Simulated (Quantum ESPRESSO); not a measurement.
# Ru2MgTa2Sn2Al: finding a planted mistake in a log

Simulated, not a measurement. The program is pw.x of Quantum ESPRESSO 7.5 (plane-wave density functional theory). The cell is made up: eight metal atoms on a face-centred cubic lattice, with elements, volume, strain and displacements drawn at random and not relaxed, so it may be unstable or far from any real phase. PseudoDojo standard norm-conserving files set the functional (PBE unless stated); there is no spin polarisation or spin-orbit coupling, the Fermi-Dirac width of 0.25 eV means electrons at about 2900 K, and the masses in the input are unused placeholders. The tin pseudopotential is less sure than most, with forces differing by about three percent from a second method on plain tin. Heavy elements are run without spin-orbit coupling, which real alloys of them have. A spin test at this wide smearing found no moment, but such smearing suppresses magnetism that the real alloy may have.

Intended input:

```
&control calculation='scf', pseudo_dir='./dojo.nc.sr.pbe.v0_5.standard.upf', outdir='./o', disk_io='minimal', tprnfor=.true., tstress=.true. /
&system ibrav=0, nat=8, ntyp=5, nbnd=63, ecutwfc=84.00895049, nosym=.true., tot_charge=0,
 occupations='smearing', smearing='fd', degauss=0.0183746611
/
&electrons conv_thr=1.470e-08, electron_maxstep=70, mixing_beta=0.5 /
ATOMIC_SPECIES
Al 1.0 Al.upf
Mg 1.0 Mg.upf
Ru 1.0 Ru.upf
Sn 1.0 Sn.upf
Ta 1.0 Ta.upf
CELL_PARAMETERS angstrom
0.0 2.1613 2.1613
-4.3227 0.0 0.0
0.0 -8.6453 8.6453
ATOMIC_POSITIONS angstrom
Ru 0.1402 -0.1241 0.0125
Mg -0.0232 -2.2198 2.0833
Ta -0.0054 -4.2748 4.4135
Ru -0.0981 -6.477 6.5712
Sn -2.1389 -0.0028 2.2985
Al -2.1482 -2.2154 4.3578
Sn -2.0999 -4.4348 6.543
Ta -2.1655 -6.4975 8.619
K_POINTS automatic
8 5 2 1 1 1
```

The log is shortened where brackets say so; the opening notice, blank lines, dates and the lines on written files are dropped, and the path of the files is cut. It prints rydbergs, bohrs and kilobars, and counts compression as positive stress. Its total energy is the free energy E - TS of the whole cell.

Log of the intended run:

```
     Program PWSCF v.7.5
     Parallel version (MPI & OpenMP), running on       4 processor cores
     Number of MPI processes:                 4
     Threads/MPI process:                     1
     [start-up lines left out]
     bravais-lattice index     =            0
     lattice parameter (alat)  =       5.7760  a.u.
     unit-cell volume          =    1090.1263 (a.u.)^3
     number of atoms/cell      =            8
     number of atomic types    =            5
     number of electrons       =        99.00
     number of Kohn-Sham states=           63
     kinetic-energy cutoff     =      84.0090  Ry
     charge density cutoff     =     336.0358  Ry
     scf convergence threshold =      1.5E-08
     mixing beta               =       0.5000
     number of iterations used =            8  plain     mixing
     Exchange-correlation= PBE
                           (   1   4   3   4   0   0   0)
     [axes and pseudopotential details left out]
   Cartesian axes
     site n.     atom                  positions (alat units)
         1        Ru     tau(   1) = (   0.0458689  -0.0406015   0.0040896  )
         2        Mg     tau(   2) = (  -0.0075903  -0.7262461   0.6815877  )
         3        Ta     tau(   3) = (  -0.0017667  -1.3985750   1.4439531  )
         4        Ru     tau(   4) = (  -0.0320951  -2.1190629   2.1498821  )
         5        Sn     tau(   5) = (  -0.6997782  -0.0009161   0.7519941  )
         6        Al     tau(   6) = (  -0.7028209  -0.7248065   1.4257299  )
         7        Sn     tau(   7) = (  -0.6870187  -1.4509217   2.1406559  )
         8        Ta     tau(   8) = (  -0.7084809  -2.1257698   2.8198553  )
     number of k points=    40  Fermi-Dirac smearing, width (Ry)=  0.0184
                       cart. coord. in units 2pi/alat
        k(    1) = (  -0.0707090   0.0000005   0.0883878), wk =   0.0500000
        k(    2) = (  -0.0707090   0.0883878   0.0000005), wk =   0.0500000
     [further k points left out]
     Dense  grid:   113273 G-vectors     FFT dimensions: (  36,  48, 135)
     Estimated max dynamical RAM per process >     334.92 MB
     Estimated total dynamical RAM >       1.23 GB
     Initial potential from superposition of free atoms
     starting charge      98.9903, renormalised to      99.0000
     Starting wfcs are   67 randomized atomic wfcs
     total cpu time spent up to now is        5.3 secs
     per-process dynamical memory:   246.3 Mb
     Self-consistent Calculation
     iteration #  1     ecut=    84.01 Ry     beta= 0.50
     Davidson diagonalization with overlap
     ethr =  1.00E-02,  avg # of iterations =  4.5
     Threshold (ethr) on eigenvalues was too large:
     Diagonalizing with lowered threshold
     Davidson diagonalization with overlap
     ethr =  6.21E-04,  avg # of iterations =  2.2
     total cpu time spent up to now is       26.3 secs
     total energy              =   -1103.02608975 Ry
     estimated scf accuracy    <       0.66679656 Ry
     iteration #  2     ecut=    84.01 Ry     beta= 0.50
     Davidson diagonalization with overlap
     ethr =  6.74E-04,  avg # of iterations =  6.0
     total cpu time spent up to now is       38.9 secs
     total energy              =   -1102.17495014 Ry
     estimated scf accuracy    <      21.29116795 Ry
     [iterations 3 to 13 left out]
     iteration # 14     ecut=    84.01 Ry     beta= 0.50
     Davidson diagonalization with overlap
     ethr =  6.89E-11,  avg # of iterations =  1.6
     total cpu time spent up to now is      160.1 secs
     total energy              =   -1103.32082395 Ry
     estimated scf accuracy    <       0.00000006 Ry
     iteration # 15     ecut=    84.01 Ry     beta= 0.50
     Davidson diagonalization with overlap
     ethr =  5.84E-11,  avg # of iterations =  1.0
     total cpu time spent up to now is      168.0 secs
     End of self-consistent calculation
     [lines on levels left out]
!    total energy              =   -1103.32082395 Ry
     estimated scf accuracy    <          5.8E-09 Ry
     smearing contrib. (-TS)   =      -0.10239419 Ry
     internal energy E=F+TS    =   -1103.21842975 Ry
     The total energy is F=E-TS. E is the sum of the following terms:
     one-electron contribution =    -527.57484201 Ry
     hartree contribution      =     307.49103637 Ry
     xc contribution           =    -233.11643209 Ry
     ewald contribution        =    -650.01819203 Ry
     convergence has been achieved in  15 iterations
     Forces acting on atoms (cartesian axes, Ry/au):
     atom    1 type  3   force =    -0.00029166    0.02389469   -0.01818561
     atom    2 type  2   force =     0.00738625   -0.00648173    0.01955687
     atom    3 type  5   force =     0.00814872   -0.00544331   -0.00748288
     atom    4 type  3   force =     0.00811735   -0.01764017    0.01292689
     atom    5 type  4   force =    -0.00219629    0.03597355   -0.05389811
     atom    6 type  1   force =    -0.00297129   -0.01805283    0.02205424
     atom    7 type  4   force =    -0.01671994    0.00538426    0.00690198
     atom    8 type  5   force =    -0.00147314   -0.01763445    0.01812663
     Total force =     0.090000     Total SCF correction =     0.000284
     Computing stress (Cartesian axis) and pressure
          total   stress  (Ry/bohr**3)                   (kbar)     P=     -136.38
  -0.00117749  -0.00002929   0.00000064         -173.21       -4.31        0.09
  -0.00002929  -0.00081403   0.00016198           -4.31     -119.75       23.83
   0.00000064   0.00016198  -0.00078981            0.09       23.83     -116.19
     init_run     :      4.86s CPU      5.11s WALL (       1 calls)
     electrons    :    162.04s CPU    162.81s WALL (       1 calls)
     forces       :      1.90s CPU      1.92s WALL (       1 calls)
     stress       :      6.42s CPU      6.53s WALL (       1 calls)
     [timing details left out]
     PWSCF        :   2m55.37s CPU   2m56.58s WALL
     JOB DONE.
```

A second run was made from an input with one planted mistake. Its log:

```
     Program PWSCF v.7.5
     Parallel version (MPI & OpenMP), running on       4 processor cores
     Number of MPI processes:                 4
     Threads/MPI process:                     1
     [start-up lines left out]
     bravais-lattice index     =            0
     lattice parameter (alat)  =       5.7760  a.u.
     unit-cell volume          =    1090.1263 (a.u.)^3
     number of atoms/cell      =            8
     number of atomic types    =            5
     number of electrons       =        99.00
     number of Kohn-Sham states=           63
     kinetic-energy cutoff     =      84.0090  Ry
     charge density cutoff     =     336.0358  Ry
     scf convergence threshold =      1.5E-08
     mixing beta               =       0.5000
     number of iterations used =            8  plain     mixing
     Exchange-correlation= SLA  PW   NOGX NOGC
                           (   1   4   0   0   0   0   0)
     [axes and pseudopotential details left out]
   Cartesian axes
     site n.     atom                  positions (alat units)
         1        Ru     tau(   1) = (   0.0458689  -0.0406015   0.0040896  )
         2        Mg     tau(   2) = (  -0.0075903  -0.7262461   0.6815877  )
         3        Ta     tau(   3) = (  -0.0017667  -1.3985750   1.4439531  )
         4        Ru     tau(   4) = (  -0.0320951  -2.1190629   2.1498821  )
         5        Sn     tau(   5) = (  -0.6997782  -0.0009161   0.7519941  )
         6        Al     tau(   6) = (  -0.7028209  -0.7248065   1.4257299  )
         7        Sn     tau(   7) = (  -0.6870187  -1.4509217   2.1406559  )
         8        Ta     tau(   8) = (  -0.7084809  -2.1257698   2.8198553  )
     number of k points=    40  Fermi-Dirac smearing, width (Ry)=  0.0184
                       cart. coord. in units 2pi/alat
        k(    1) = (  -0.0707090   0.0000005   0.0883878), wk =   0.0500000
        k(    2) = (  -0.0707090   0.0883878   0.0000005), wk =   0.0500000
     [further k points left out]
     Dense  grid:   113273 G-vectors     FFT dimensions: (  36,  48, 135)
     Estimated max dynamical RAM per process >     334.92 MB
     Estimated total dynamical RAM >       1.23 GB
     Initial potential from superposition of free atoms
     starting charge      98.9920, renormalised to      99.0000
     Starting wfcs are   67 randomized atomic wfcs
     total cpu time spent up to now is        5.7 secs
     per-process dynamical memory:   246.3 Mb
     Self-consistent Calculation
     iteration #  1     ecut=    84.01 Ry     beta= 0.50
     Davidson diagonalization with overlap
     ethr =  1.00E-02,  avg # of iterations =  4.3
     Threshold (ethr) on eigenvalues was too large:
     Diagonalizing with lowered threshold
     Davidson diagonalization with overlap
     ethr =  6.26E-04,  avg # of iterations =  2.0
     total cpu time spent up to now is       26.7 secs
     total energy              =   -1102.33273414 Ry
     estimated scf accuracy    <       0.67041032 Ry
     iteration #  2     ecut=    84.01 Ry     beta= 0.50
     Davidson diagonalization with overlap
     ethr =  6.77E-04,  avg # of iterations =  6.0
     total cpu time spent up to now is       38.6 secs
     total energy              =   -1101.48676398 Ry
     estimated scf accuracy    <      20.96739153 Ry
     [iterations 3 to 14 left out]
     iteration # 15     ecut=    84.01 Ry     beta= 0.50
     Davidson diagonalization with overlap
     ethr =  3.53E-11,  avg # of iterations =  3.0
     total cpu time spent up to now is      181.7 secs
     total energy              =   -1102.62945787 Ry
     estimated scf accuracy    <       0.00000008 Ry
     iteration # 16     ecut=    84.01 Ry     beta= 0.50
     Davidson diagonalization with overlap
     ethr =  3.53E-11,  avg # of iterations =  1.4
     total cpu time spent up to now is      189.9 secs
     End of self-consistent calculation
     [lines on levels left out]
!    total energy              =   -1102.62945787 Ry
     estimated scf accuracy    <          2.8E-09 Ry
     smearing contrib. (-TS)   =      -0.10374115 Ry
     internal energy E=F+TS    =   -1102.52571672 Ry
     The total energy is F=E-TS. E is the sum of the following terms:
     one-electron contribution =    -529.17670414 Ry
     hartree contribution      =     307.18259996 Ry
     xc contribution           =    -230.51342052 Ry
     ewald contribution        =    -650.01819203 Ry
     convergence has been achieved in  16 iterations
     Forces acting on atoms (cartesian axes, Ry/au):
     atom    1 type  3   force =     0.00444547    0.02545665   -0.02211628
     atom    2 type  2   force =     0.00644527   -0.00370586    0.01522695
     atom    3 type  5   force =     0.00635283   -0.00969748   -0.00026864
     atom    4 type  3   force =     0.00309135   -0.01834191    0.01599478
     atom    5 type  4   force =    -0.00383985    0.04201890   -0.05654243
     atom    6 type  1   force =    -0.00247815   -0.02138327    0.02449374
     atom    7 type  4   force =    -0.01207456   -0.00017719    0.00917303
     atom    8 type  5   force =    -0.00194235   -0.01416984    0.01403885
     Total force =     0.094089     Total SCF correction =     0.000296
     Computing stress (Cartesian axis) and pressure
          total   stress  (Ry/bohr**3)                   (kbar)     P=     -204.81
  -0.00163439  -0.00002748   0.00000208         -240.43       -4.04        0.31
  -0.00002748  -0.00128215   0.00015620           -4.04     -188.61       22.98
   0.00000208   0.00015620  -0.00126033            0.31       22.98     -185.40
     init_run     :      4.50s CPU      4.70s WALL (       1 calls)
     electrons    :    183.51s CPU    184.20s WALL (       1 calls)
     forces       :      1.65s CPU      1.66s WALL (       1 calls)
     stress       :      5.81s CPU      5.96s WALL (       1 calls)
     [timing details left out]
     PWSCF        :   3m16.49s CPU   3m17.61s WALL
     JOB DONE.
```

Question: the log repeats what the program read. Compare it with the intended run: what was wrong in the second input?

Answer: the files are those of another functional. The input lines that differ:

```
- &control calculation='scf', pseudo_dir='./dojo.nc.sr.pbe.v0_5.standard.upf', outdir='./o', disk_io='minimal', tprnfor=.true., tstress=.true. /
+ &control calculation='scf', pseudo_dir='./dojo.nc.sr.lda.v0_4_1.standard.upf', outdir='./o', disk_io='minimal', tprnfor=.true., tstress=.true. /
```

|  | intended run | run with the mistake |
| --- | --- | --- |
| free energy (eV) | -15011.445 | -15002.038 |
| entropy term -TS, part of it (eV) | -1.393 | -1.411 |
| pressure (GPa) | -13.64 | -20.48 |
| size of the largest force component (eV/Å) | 1.386 | 1.454 |
| largest change of a force component (eV/Å) |  | 0.185 |
| iterations | 15 | 16 |

For scale, a rerun of the intended cell at a higher cutoff and on a denser mesh moved values by no more than 0.004 eV in energy, 0.06 GPa in stress and 0.014 eV/Å in force, and a second program with other atomic files agreed on that cell to 2 % rms in force and 0.5 GPa in pressure. Files of another functional or element have another zero of energy, so the energy change says nothing on stability.